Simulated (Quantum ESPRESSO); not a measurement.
pw.x input (Quantum ESPRESSO 7.5; PBEsol, PseudoDojo standard norm-conserving files, fully relativistic):

```
&CONTROL
  calculation = 'scf'
  pseudo_dir = './pseudo'
  outdir = './out'
  tprnfor = .true.
  tstress = .true.
/
&SYSTEM
  ibrav = 0
  nat = 2
  ntyp = 2
  ecutwfc = 102.0
  ecutrho = 408.0
  occupations = 'smearing'
  smearing = 'fd'
  degauss = 0.002
  nbnd = 43
  noncolin = .true.
  lspinorb = .true.
/
&ELECTRONS
  conv_thr = 2e-10
/
ATOMIC_SPECIES
Cd 112.4140 Cd.upf
Te 127.6000 Te.upf
CELL_PARAMETERS angstrom
  0.000000000000   3.244578509000   3.244578509000
  3.244578509000   0.000000000000   3.244578509000
  3.244578509000   3.244578509000   0.000000000000
ATOMIC_POSITIONS crystal
Cd   0.000000000000   0.000000000000   0.000000000000
Te   0.750000000000   0.750000000000   0.750000000000
K_POINTS automatic
8 8 8 0 0 0
```

End of the output:

```

[...]
     the Fermi energy is     7.9312 ev
!    total energy              =    -558.81476685 Ry
     estimated scf accuracy    <          5.0E-11 Ry
     smearing contrib. (-TS)   =      -0.00000018 Ry
     internal energy E=F+TS    =    -558.81476667 Ry
     The total energy is F=E-TS. E is the sum of the following terms:
     one-electron contribution =    -365.63927875 Ry
     hartree contribution      =     189.82460054 Ry
     xc contribution           =     -95.87734560 Ry
     ewald contribution        =    -287.12274285 Ry
     convergence has been achieved in   8 iterations
     Forces acting on atoms (cartesian axes, Ry/au):
     atom    1 type  1   force =     0.00000000   -0.00000000   -0.00000000
     atom    2 type  2   force =     0.00000000    0.00000000    0.00000000
     Total force =     0.000000     Total SCF correction =     0.000000
     Computing stress (Cartesian axis) and pressure
          total   stress  (Ry/bohr**3)                   (kbar)     P=       -0.17
  -0.00000118   0.00000000   0.00000000           -0.17        0.00        0.00
   0.00000000  -0.00000118  -0.00000000            0.00       -0.17       -0.00
   0.00000000  -0.00000000  -0.00000118            0.00       -0.00       -0.17
```
In a gapped system the printed Fermi energy is only some level inside the gap.

Geometry relaxed with PBEsol.
